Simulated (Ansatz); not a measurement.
Values for one crystal, relaxed and computed with PBEsol in the plane-wave PAW code Ansatz; other levels are named.

```yaml
volume_per_atom: 28.12 Å³
band_gap: 0.51 eV (direct)
Electron effective mass with spin–orbit coupling: 0.047 mₑ (isotropic)
Formation energy from the elements (no fitted shifts): -0.57 eV/atom
Hole effective mass, band 2 of 2 at the edge: 0.053 along x, 1.4 along z (mₑ)
Hole effective mass, band 1 of 2 at the edge: 1.4 along x, 1.4 along z (mₑ)
Hole effective mass with spin–orbit coupling: 0.078, 0.078, 1.4 mₑ (principal values)
```

Problem. Which compound is it?
A. Zn2SeS, R3m (Zn on 3a, Zn on 3a, Se on 3a, S on 3a)
B. CaSe, rock salt
C. CdSiP2, chalcopyrite
D. CdSe, P6_3mc (Cd on 2a, Cd on 2b, Se on 2a, Se on 2b)

Solution. D, CdSe, P6_3mc (Cd on 2a, Cd on 2b, Se on 2a, Se on 2b)

A made-up cell: these elements were put on the sites of a structure type. Its sites differ from those of the usual phase in this space group: another stacking or structure type. The PBEsol relaxation kept the symmetry of its start; whether a distortion lowers the energy is not shown. The references are the lowest solids computed at this level, not always the standard phases. Scalar-relativistic: spin–orbit coupling is off unless named, which matters more the heavier the elements.

Potentials: the later of the program's two PAW sets.
